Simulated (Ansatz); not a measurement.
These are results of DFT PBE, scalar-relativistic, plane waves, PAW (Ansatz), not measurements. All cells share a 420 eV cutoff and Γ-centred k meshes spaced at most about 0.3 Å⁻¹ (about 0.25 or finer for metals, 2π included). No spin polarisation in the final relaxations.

All energies are static (0 K, no zero-point motion). All come from trial cells, and lower structures may exist.

Question: These unrelaxed guesses for Si5Se are each relaxed within their symmetry. Order them by the energy at which they end, lowest first.
A.

```xyz
6
Lattice="4.7781 0.0000 0.0000 -2.3890 4.1379 0.0000 0.0000 0.0000 6.0293" Properties=species:S:1:pos:R:3 pbc="T T T"
Si    1.6219    0.0000    0.0000
Si   -0.8109    1.4046    0.0000
Si    1.5781    2.7333    0.0000
Si    0.0000    2.7586    0.0000
Si    2.3890    1.3793    0.0000
Se    0.0000    0.0000    3.0147
```

B.

```xyz
6
Lattice="5.3185 0.0000 0.0000 -2.6592 4.6059 0.0000 0.0000 0.0000 4.2477" Properties=species:S:1:pos:R:3 pbc="T T T"
Si   -1.3296    2.3030    2.1238
Si    0.0000    3.0706    0.0000
Si    2.6592    1.5353    0.0000
Si    2.6592    0.0000    2.1238
Si    1.3296    2.3030    2.1238
Se    0.0000    0.0000    0.0000
```

C.

```xyz
6
Lattice="2.9666 0.0000 0.0000 0.0000 2.9666 0.0000 0.0000 0.0000 12.5666" Properties=species:S:1:pos:R:3 pbc="T T T"
Si    1.4833    1.4833    4.2033
Si    1.4833    1.4833    8.3633
Si    0.0000    0.0000    2.2116
Si    0.0000    0.0000   10.3550
Si    0.0000    0.0000    6.2833
Se    1.4833    1.4833    0.0000
```

D.

```xyz
6
Lattice="4.3962 0.0000 0.0000 -2.1981 3.8072 0.0000 0.0000 0.0000 6.2271" Properties=species:S:1:pos:R:3 pbc="T T T"
Si    0.0000    0.0000    1.5049
Si    0.0000    0.0000    4.7223
Si    2.1981    0.0000    0.0000
Si   -1.0990    1.9036    0.0000
Si    1.0990    1.9036    0.0000
Se    0.0000    0.0000    3.1136
```

Answer: C (ends in P4/mmm, 0 meV/atom), B (ends in P6/mmm, 53 meV/atom), A (ends in P-62m, 64 meV/atom), D (ends in P6/mmm, 80 meV/atom). Even the lowest end lies +0.51 eV/atom against the elements.

For metals, differences of a few meV/atom aren't resolved. No dispersion correction is applied, so the spacing and binding between layers, chains or molecules are poorly described (P4/mmm), and this can change margins and order among such cells. Cells relaxed within their symmetry can be saddle points. Some types were kept out of the candidates beforehand, so the set may lack a known form.
